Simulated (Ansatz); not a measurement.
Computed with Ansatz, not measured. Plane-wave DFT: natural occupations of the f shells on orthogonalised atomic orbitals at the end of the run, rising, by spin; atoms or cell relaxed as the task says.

```
cell
1.0
     3.9041    3.9041    0.0000
     3.9041   -3.9041    0.0000
     0.0000    0.0000   -9.2880
Gd Bi Br O
2 4 2 8
Direct
  0.9936 0.0035 0.0033
  0.4984 0.4999 0.0018
  0.5060 0.9991 0.2691
  0.9865 0.4975 0.2630
  0.5031 0.0014 0.7264
  0.0013 0.4893 0.7303
  0.0074 0.9913 0.4990
  0.4958 0.4966 0.5048
  0.2484 0.2622 0.1500
  0.7487 0.7480 0.1526
  0.2407 0.7409 0.1570
  0.7541 0.2530 0.1529
  0.2609 0.2499 0.8474
  0.7524 0.7522 0.8465
  0.2695 0.7497 0.8507
  0.7495 0.2454 0.8487
```

Starting moments (μB): Gd number 1 7.58, Gd number 2 7.58; others 0.

| quantity | value |
| --- | --- |
| cell charge | 0 e |
| spin | collinear |
| scf start | atoms |
| lower state search | off |
| functional | r2SCAN |
| wave cutoff | 500 eV |
| k mesh | 3, 3, 2 |
| k shift | 0, 0, 0.5 mesh steps |
| gaussian smearing | 0.02 eV |
| task | relax atoms |

How are the f shells occupied at the end?



```
shell atom  shell element  shell spin  shell occupation 1 (e)  shell occupation 2 (e)  shell occupation 3 (e)  shell occupation 4 (e)  shell occupation 5 (e)  shell occupation 6 (e)  shell occupation 7 (e)
         1             Gd          up                       1                       1                       1                       1                       1                       1                       1
         1             Gd        down                    0.01                    0.01                    0.01                    0.01                    0.01                    0.01                    0.04
         2             Gd          up                       1                       1                       1                       1                       1                       1                       1
         2             Gd        down                    0.01                    0.01                    0.01                    0.01                    0.01                    0.01                    0.04
```

Caveats: Gd without a U keeps its half-filled shell, but its 4f levels lie too near the Fermi level; occupations loosely converged; open f or d shells may hold a state above the lowest.
